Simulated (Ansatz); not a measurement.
Polymorphs of Y, each relaxed with DFT-PBE in the program Ansatz with PAW potentials:

A: hcp (Mg type) (P6_3/mmc)
a = 3.6577 Å, b = 3.6577 Å, c = 5.6802 Å, α = 90.00°, β = 90.00°, γ = 120.00°

| atom | site | symmetry | x | y | z |
|---|---|---|---|---|---|
| Y | 2c | -6m2 | 0.3333 | 0.6667 | 0.2500 |

B: diamond (Fd-3m)
a = 7.042 Å, b = 7.042 Å, c = 7.042 Å, α = 90.00°, β = 90.00°, γ = 90.00°

```tsv
atom	site	symmetry	x	y	z
Y	8b	-43m	0.5000	0.5000	0.5000
```

Question: Put the candidates in order of energy per atom at 0 K, lowest first, for PBE.

Answer: A (+0 meV/atom), B (+1980 meV/atom)

Typed or built starts, not in the databases checked: B. Not the usual ambient phase: B. Began spin-polarised and lost the moments: A. All cells were relaxed under the symmetry of their starts (and spin orders); stability against distortions was not tested throughout. Named crystals with no word on spin ran without spin polarisation. Scalar-relativistic: spin–orbit coupling is off unless named, which matters more the heavier the elements.

Energies hold the estimated change up to a 700 eV cutoff; steps of a few meV lie near the error of the meshes.

Potentials: the earlier of the program's two PAW sets.
